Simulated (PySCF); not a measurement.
PySCF single point, B3LYP/def2-SVP, density fitting, C-PCM implicit water (electrostatics alone), on hydrogen selenide, H2Se (SMILES [SeH2]), charge 0, multiplicity 1.

```python
from pyscf import gto, scf, dft
mol = gto.M(atom='''
Se    -0.000001    -0.502190     0.000000
H      1.028403     0.502189    -0.000000
H     -1.028403     0.502190    -0.000000
''', basis='def2-SVP', charge=0, spin=0, verbose=3)
mf = dft.RKS(mol, xc='B3LYP')
mf = mf.density_fit()
mf = mf.PCM()
mf.with_solvent.method = 'C-PCM'
mf.with_solvent.eps = 78.4
mf.max_cycle = 100
e = mf.kernel()
print('converged', mf.converged)
print('E_total', e)
print('nao', mol.nao)
print('HOMO', mf.mo_energy[mf.mo_occ > 0].max())
mf.dip_moment()
```

The program's output:

```

WARN: PCM is an experimental feature. It is still in testing.
Features and APIs may be changed in the future.

converged SCF energy = -2402.4936256623
converged True
E_total -2402.493625662297
nao 42
HOMO -0.24377598263135214
Dipole moment(X, Y, Z, Debye):  0.00000,  1.21211, -0.00000
```

The total energy is -65375.18 eV, -0.10 eV from the same level's vacuum run.
